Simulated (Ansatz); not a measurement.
# Ge: zone-centre modes

Computed with Ansatz 0.2.0, DFT PBEsol, scalar-relativistic, plane waves, PAW. Settings: plane waves to 420 eV, k-mesh 12×12×4 (Γ-centred), Gaussian smearing 0.15 eV. No spin polarisation.

Zero of the scan (relaxed at this level; this form isn't the usual structure):

```
Ge
1.0
     4.00416    0.00000    0.00000
    -2.00208    3.46771    0.00000
     0.00000    0.00000   13.14505
Ge
8
Direct
  0.00000 0.00000 0.40681
  0.00000 0.00000 0.59319
  0.00000 0.00000 0.90681
  0.00000 0.00000 0.09319
  0.33333 0.66667 0.34414
  0.66667 0.33333 0.65586
  0.66667 0.33333 0.84414
  0.33333 0.66667 0.15586
```

Harmonic modes by finite displacements of 0.02 Å, without the LO–TO term.

**Question.** At this geometry, is the structure stable against these modes?

**Answer.** Yes: no mode is imaginary beyond 10 cm⁻¹, and only the three translations lie near zero.

**Question.** List the wavenumbers in cm⁻¹.

**Answer.** 0, 0, 0, 47, 47, 51, 51, 55, 55, 129, 130, 212, 233, 268, 274, 275, 275, 276, 276, 280, 280, 286, 287, 287.

Cost: 1 run of about 20 core-minutes, on Intel Xeon Processor @ 2.50GHz (Skylake/Cascade Lake) (shared hosts).